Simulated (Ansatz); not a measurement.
Consider the following.

Cs (bcc, W type)

```yaml
crystal:
  lattice:
    - [-6.15681, 6.15681, 6.15681]
    - [0.00000, 0.00000, 6.15681]
    - [0.00000, 6.15681, 0.00000]
  atoms:
    - { symbol: Cs, position: [0.00000, 0.00000, 0.00000] }
    - { symbol: Cs, position: [0.50000, 0.00000, 0.00000] }
```

The atoms are displaced by Q × the pattern below (from a DFPT mode at H = (0.5, 0.5, 0.5), largest move 1; Q in Å), at fixed cell. It is one choice among 3 degenerate patterns. (q is in reciprocal vectors of the primitive cell; the cell shown is doubled to hold the pattern.)

```
atom      x      y       z
----  -----  -----  ------
Cs1   0.000  0.000  -1.000
Cs2   0.000  0.000   1.000
```

Calculation: PBE (plane waves to 420 eV, PAW, scalar-relativistic; Ansatz, an electronic-structure program). k mesh 11×11×11 (Γ-centred), Fermi-Dirac smearing 0.05 eV. E stands for the smeared free energy. With partly filled bands, energies and forces of such displacements shift with the k mesh and the smearing. Cs was relaxed with its symmetry unable to fall. The PAW data are Ansatz's earlier set. ΔE is measured from the undisplaced structure.

The scan covers Q from -0.100 to 0.100 Å in 13 points.

Q: Is this a single well or a double well?

A: A single well with its minimum at or next to zero displacement.

Q: Which space group does the distorted structure have?

A: P4/nmm (No. 129), lowered from Im-3m.

Q: What is the energy change at Q = 0.100 Å?

A: 5.2 meV/cell.

Q: What harmonic wavenumber does the curvature at Q = 0 give?

A: 33 cm⁻¹.

(For displaced atoms, the force is minus the slope of the energy, and its curvature is a force constant, which sets phonon frequencies.)
